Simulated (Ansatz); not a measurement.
VGa₃Co in Ansatz, single run

Run with:

```bash
ansatz run input.yaml --threads 1 --pin off --max-ram 2560MiB --backend cpu --events-out ev --progress --plain --runs-dir out
```

input.yaml:

```yaml
crystal:
  lattice:
    - [3.687809, 0.0, 0.0]
    - [1.843905, -10.64491, 0.0]
    - [0.0, 0.0, -3.615023]
  atoms:
    - { symbol: Co, position: [0.205, 0.59, 0.75] }
    - { symbol: Co, position: [0.795, 0.41, 0.25] }
    - { symbol: Ga, position: [0.653, 0.694, 0.75] }
    - { symbol: Ga, position: [0.347, 0.306, 0.25] }
    - { symbol: V, position: [0.928, 0.144, 0.75] }
    - { symbol: V, position: [0.072, 0.856, 0.25] }
    - { symbol: Ga, position: [0.326, 0.348, 0.75] }
    - { symbol: Ga, position: [0.674, 0.652, 0.25] }
    - { symbol: Ga, position: [0.525, 0.95, 0.75] }
    - { symbol: Ga, position: [0.475, 0.05, 0.25] }
  symmetry: { tolerance: 0.0003 }
kpoints:
  mp_grid: { grid: [5, 5, 5], shift: [0.5, 0.5, 0.5] }
magnetization:
  spin_polarized: false
scf:
  occupations: { method: fermi_dirac }
hamiltonian:
  pseudopotentials: { kind: paw }
  xc: r2scan
basis:
  ecutwfc: 500
output:
  forces: true
  stress: true
  eigenvalues: true
accuracy: high
```

Origin of the cell: a known structure type with other elements, at an estimated volume, so it need not be a known compound.

The smearing width isn't typed, so it takes its default of 0.1 eV.

Output (shortened):

```
SCF iter   1: F=—  HF=-38824.641045 eV  Δρ=3.99e-2  dr2=3.85e0  dr2_τ=1.94e-1  defer=7
SCF iter   2: F=—  HF=-38825.814651 eV  Δρ=1.49e-1  dr2=5.52e1  dr2_τ=6.06e-1  defer=24  recentre
SCF iter   3: F=—  HF=-38824.780347 eV  Δρ=2.47e-2  dr2=1.13e0  dr2_τ=9.73e-3  defer=24
SCF iter   4: F=—  HF=-38824.742108 eV  Δρ=5.41e-3  dr2=6.14e-2  dr2_τ=1.88e-3  defer=28
SCF iter   5: F=—  HF=-38824.749012 eV  Δρ=7.40e-3  dr2=1.99e-1  dr2_τ=2.78e-3  defer=28
SCF iter   6: F=—  HF=-38824.746434 eV  Δρ=5.58e-3  dr2=9.83e-2  dr2_τ=8.26e-4  defer=28
SCF iter   7: F=—  HF=-38824.744794 eV  Δρ=1.03e-3  dr2=6.18e-3  dr2_τ=1.93e-5  defer=28
SCF iter   8: F=—  HF=-38824.744752 eV  Δρ=3.65e-4  dr2=5.24e-4  dr2_τ=8.67e-6  defer=28
SCF iter   9: F=—  HF=-38824.744792 eV  Δρ=2.94e-4  dr2=3.86e-4  dr2_τ=5.03e-6  defer=28
SCF iter  10: F=—  HF=-38824.744783 eV  Δρ=1.75e-4  dr2=9.10e-5  dr2_τ=9.90e-7  defer=28
SCF iter  11: F=—  HF=-38824.744930 eV  Δρ=1.35e-4  dr2=4.53e-5  dr2_τ=3.40e-7  defer=28
SCF iter  12: F=—  HF=-38824.744930 eV  Δρ=2.25e-5  dr2=5.18e-7  dr2_τ=9.95e-9  defer=28
SCF iter  13: F=—  HF=-38824.744929 eV  Δρ=1.73e-5  dr2=3.96e-7  dr2_τ=8.85e-9  defer=28
SCF iter  14: F=-38824.744929 eV  HF=-38824.744929 eV  Δρ=3.43e-6  dr2=2.84e-8  dr2_τ=4.29e-10
SCF iter  15: F=—  HF=-38824.744929 eV  Δρ=1.08e-5  dr2=2.25e-7  dr2_τ=1.54e-9  recentre
SCF iter  16: F=—  HF=-38824.744929 eV  Δρ=1.49e-6  dr2=6.52e-9  dr2_τ=8.56e-11
SCF iter  17: F=—  HF=-38824.744929 eV  Δρ=1.01e-6  dr2=2.32e-9  dr2_τ=1.34e-11
SCF iter  18: F=-38824.744929 eV  HF=-38824.744929 eV  Δρ=2.52e-7  dr2=8.91e-11  dr2_τ=1.24e-12
SCF 1 converged in 18 iterations: F = -38824.744929 eV  dr2 = 8.91e-11
SCF converged after 18 iterations
Free energy (F): -38824.744929 eV
Harris-Foulkes:  -38824.744929 eV  (|F-HF|=4.37e-11)
Internal energy: -38824.510687 eV  (E = F + TS)
E sigma→0 (E₀):  -38824.627808 eV
Entropy (-TS):   -0.234242 eV (-23.424 meV/atom)
Fermi energy:    14.121061 eV
--- Per-component energies (eV) ---
  E_band       = -1057.191059
  E_kinetic    = 2299.307656
  E_local      = -20333.703854  (includes V_loc(G=0)·N_el)
  E_nonlocal   = 3388.781984
  E_hartree    = 9329.702345
  E_xc         = -958.993060
  E_vxc        = -1209.528421  (∫ρ·V_xc dr)
  E_paw        = -17292.997833  (= ΣΔE_a)
  E_vpaw       = -3936.903368  (= ΣTr[D̂ρ^β])
  E_aug_tail   = 0.000194  (compensation charges beyond the density's cutoff)
  E_vtau       = 75.450232  (kinetic-family band-sum trace: ∫τ·v_τ [+ j·A + Jᵃ·Aᵃ] dr)
  E_ewald      = -15251.567726
  E_core_change = -5.040393  (= ΣΔE_core)
  E_smearing   = -0.234242  (= −TS)
  Σ components = -38824.744929   (vs F -38824.744929, Δ=0.00e0)
--- Forces (eV/Å), atoms counted from 1 ---
  atom   1  Co    -0.000013     2.350210    -0.000000
  atom   2  Co     0.000013    -2.350210     0.000000
  atom   3  Ga     0.000012    -8.601903     0.000000
  atom   4  Ga    -0.000012     8.601903    -0.000000
  atom   5  V      0.000031    -0.545430     0.000000
  atom   6  V     -0.000031     0.545430    -0.000000
  atom   7  Ga    -0.000004    -6.366211     0.000000
  atom   8  Ga     0.000004     6.366211    -0.000000
  atom   9  Ga    -0.000007     4.393850    -0.000000
  atom  10  Ga     0.000007    -4.393850     0.000000
  max |Σ_I F_I| component: 1.78e-15 eV/Å
--- Stress (GPa, compression-positive) ---
       -2.258771       0.000034       0.000000
        0.000034       0.670345      -0.000000
        0.000000      -0.000000      99.236665
  P = ⅓ Tr σ = 32.5494 GPa (325.494 kbar)
```

Caveats: no spin polarisation, so a magnetic state may lie lower; the given cell is far from equilibrium, with atoms too close or a volume far off; the k mesh is coarse if the cell is a metal; the k mesh keeps only part of the crystal's symmetry.

It ran for 120 s of wall time on 1 CPU thread(s) of a shared host, from the program's own first density.
